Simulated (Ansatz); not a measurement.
This run works on a generated trial structure, not on a known crystal.

Input and command of a plane-wave DFT calculation in Ansatz:

```yaml
crystal:
  lattice:
    - [4.72250387, 0.0, 0.0]
    - [-2.36125193, 4.08980832, 0.0]
    - [0.0, 0.0, 6.02747934]
  atoms:
    - { symbol: Al, position: [0.19398047, 0.80601953, 0.5] }
    - { symbol: Al, position: [0.19398047, 0.38796094, 0.5] }
    - { symbol: Al, position: [0.61203906, 0.80601953, 0.5] }
    - { symbol: Al, position: [0.66666667, 0.33333333, 0.5] }
    - { symbol: Al, position: [0.0, 0.0, 0.5] }
    - { symbol: As, position: [0.33333333, 0.66666667, 0.0] }
basis:
  ecutwfc: 420
kpoints:
  mp_grid: { grid: [4, 4, 3] }
hamiltonian:
  xc: pbe
scf:
  occupations: { method: gaussian, width: 0.2 }
  lower_state_search: "off"
output:
  forces: true
  stress: true
  eigenvalues: true
relax:
  adjacent_minimum: "off"
  f_tol: 0.08
  max_steps: 16
  cell: { stress_tol: 0.8 }
```

```bash
ansatz run input.yaml --threads 1 --pin off --max-ram 2560MiB --backend cpu --events-out ev --progress --plain --runs-dir out
```

Processor: Intel(R) Xeon(R) Processor @ 2.50GHz (Skylake/Cascade Lake), 1 thread, on a host shared with other jobs.

Question: How long does it run, and how much memory does it take?

Answer: About 2.5 min, peak memory 0.38 GiB. It solves 21 bands at 8 k points (after reduction by symmetry) with about 3343 plane waves (on the last cell), in 116 SCF iterations over 17 ionic steps, the closing evaluation included.
